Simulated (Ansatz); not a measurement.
A structure of ZrO$_{2}$ relaxed with PBEsol (plane waves to 420 eV, PAW, scalar-relativistic; Ansatz, an electronic-structure program); single points at other levels follow on the same geometry (Ansatz, PAW; HSE06 at 420 eV on a 6×6×4 k-mesh; no spin-orbit coupling). Space group P4₂/nmc (No. 137).

```
ZrO2
1.0
    3.58445     0.00000     0.00000
    0.00000     3.58445     0.00000
    0.00000     0.00000     5.17877
Zr O
2 4
Direct
  0.00000   0.00000   0.00000
  0.50000   0.50000   0.50000
  0.50000   0.00000   0.29884
  0.00000   0.50000   0.20116
  0.50000   0.00000   0.79884
  0.00000   0.50000   0.70116
```

```
level   gap (eV)      kind  conduction minimum
------  --------  --------  ------------------
PBEsol      4.02  indirect                   Γ
HSE06       5.73         –                   Γ
```

HSE06 gaps come from a coarse mesh plus a few chosen points, so they may be too large. No spin polarisation in the result.

The run could not lose the symmetry of its start.

The first start was generated by placing the elements on the sites of a structure type. A measured structure of ZrO2 has the same space group, P4₂/nmc (No. 137); the sites were not compared with it.
